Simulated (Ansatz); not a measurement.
One starting cell of TaN (a generated trial cell of TaN in the AFLOW prototype AB_hP6_154_a_b (B9, as in HgS)) was relaxed twice with Ansatz (plane waves, PAW, scalar-relativistic): with PBEsol at 420 eV and with PBE at 420 eV. The PBEsol result:

```
TaN
1.0
    0.00000     2.18730     2.18730
    2.18730     0.00000     2.18730
    2.18730     2.18730     0.00000
N Ta
1 1
Cartesian
  0.00000   0.00000   0.00000
  2.18730   2.18730   2.18730
```

```json
[
 {"quantity": "space group", "PBEsol": "Fm-3m", "PBE": "Fm-3m"},
 {"quantity": "volume (Å³/atom)", "PBEsol": "10.46", "PBE": "…"},
 {"quantity": "a (Å)", "PBEsol": "4.375", "PBE": "…"},
 {"quantity": "gap (eV, no spin-orbit coupling)", "PBEsol": "0.00", "PBE": "…"}
]
```

Question: Fill in the PBE column.

Answer: 
- volume (Å³/atom), PBE: 10.77
- a (Å), PBE: 4.416
- gap (eV, no spin-orbit coupling), PBE: 0.00

Both levels end in the same structure; PBE's volume is 2.9 % larger. Neither column is exact.

No spin polarisation in the result.

The run could not lose the symmetry of its start.

Ansatz is an electronic-structure program.
